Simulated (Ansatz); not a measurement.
The relaxed structure here is a generated cell of Cu2AgPS4: the first start was made by placing the elements on the sites of a structure type, and the end was not matched to a known phase here, so it may be hypothetical.

Relaxation of a generated cell, Cu2AgPS4 built in the AFLOW prototype A2BC4D_tI16_121_d_a_i_b (H2_6, as in FeCu2SnS4); 8 atoms in the cell, which starts as I-42m (No. 121), tI16; a = b = 5.3485 Å, c = 10.5060 Å, α = β = γ = 90.00°. Method: r2SCAN (plane waves to 500 eV, PAW, scalar-relativistic; Ansatz, a first-principles code). Γ-centred k-mesh 6×6×6 on the run's cell (coarser than for final values), Fermi–Dirac smearing 0.05 eV. This is the first round of the run. 

The optimiser's lines from the output (shortened; P is positive under compression):

```
relax step   1: F+E_penalty+E_count = -25249.54283939 eV  Δ(F+E_penalty+E_count) = +0.000e0 eV  max|allowed force component| = 1.769e0 eV/Å  Δτ_max = 0.0000 Å  P = +0.878 GPa  Ω = 150.269 Å³  (9 SCF iters, dr2 threshold 1.00e-7 eV, accepted)
relax step   2: F+E_penalty+E_count = -25250.71612493 eV  Δ(F+E_penalty+E_count) = -1.173e0 eV  max|allowed force component| = 1.159e0 eV/Å  Δτ_max = 0.1388 Å  P = -1.887 GPa  Ω = 150.552 Å³  (8 SCF iters, dr2 threshold 8.00e-7 eV, accepted)
relax step   3: F+E_penalty+E_count = -25251.39207683 eV  Δ(F+E_penalty+E_count) = -6.760e-1 eV  max|allowed force component| = 4.223e-1 eV/Å  Δτ_max = 0.1934 Å  P = +2.819 GPa  Ω = 144.325 Å³  (9 SCF iters, dr2 threshold 8.00e-7 eV, accepted)
relax step   4: F+E_penalty+E_count = -25251.48552962 eV  Δ(F+E_penalty+E_count) = -9.345e-2 eV  max|allowed force component| = 2.167e-1 eV/Å  Δτ_max = 0.0453 Å  P = -0.470 GPa  Ω = 147.958 Å³  (8 SCF iters, dr2 threshold 8.00e-7 eV, accepted)
relax step   5: F+E_penalty+E_count = -25251.52842595 eV  Δ(F+E_penalty+E_count) = -4.290e-2 eV  max|allowed force component| = 6.571e-2 eV/Å  Δτ_max = 0.0198 Å  P = -0.278 GPa  Ω = 147.906 Å³  (7 SCF iters, dr2 threshold 8.00e-7 eV, accepted)
relax step   6: F+E_penalty+E_count = -25251.53878742 eV  Δ(F+E_penalty+E_count) = -1.036e-2 eV  max|allowed force component| = 1.709e-2 eV/Å  Δτ_max = 0.0149 Å  P = +0.085 GPa  Ω = 147.269 Å³  (7 SCF iters, dr2 threshold 8.00e-7 eV, accepted)
relax step   7: F+E_penalty+E_count = -25251.53886041 eV  Δ(F+E_penalty+E_count) = -7.299e-5 eV  max|allowed force component| = 1.521e-3 eV/Å  Δτ_max = 0.0016 Å  P = -0.021 GPa  Ω = 147.397 Å³  (6 SCF iters, dr2 threshold 2.62e-8 eV, accepted)
relax step   8: F+E_penalty+E_count = -25251.53887313 eV  Δ(F+E_penalty+E_count) = -1.272e-5 eV  max|allowed force component| = 5.447e-4 eV/Å  Δτ_max = 0.0001 Å  P = +0.001 GPa  Ω = 147.361 Å³  (6 SCF iters, dr2 threshold 1.22e-9 eV, accepted)
relax step   9: F+E_penalty+E_count = -25251.53902002 eV  Δ(F+E_penalty+E_count) = -1.469e-4 eV  max|allowed force component| = 6.529e-4 eV/Å  Δτ_max = 0.0000 Å  P = -0.001 GPa  Ω = 147.361 Å³  stress off target by 1.78e-2 GPa  SCF on the basis re-selected at this cell (its energy is not comparable with the rows above)  (8 SCF iters)
```

From the first to the last row the energy changes by -0.25 eV/atom and the volume by -1.9 %. The last row is marked as not comparable with the walk above it, whose basis was carried along; it does compare with step 1, since both stand on a basis selected at the nominal cutoff for their own cell.

Later rounds, restarted from the end of this one on a renewed k-mesh, logged 2 more steps and released under 1 meV/atom more. The final structure after all rounds: I-42m (No. 121), tI16, AFLOW prototype A2BC4D_tI16_121_d_a_i_b (H2_6, as in FeCu2SnS4); a = 5.5018 Å, b = 5.5018 Å, c = 9.7364 Å, α = 90.00°, β = 90.00°, γ = 90.00°. Between re-selections the logged energies stand on a plane-wave basis carried along with the cell. No spin polarisation in the result.

The run could not lose the symmetry of its start: the end is stationary, and may be a saddle point rather than a minimum.
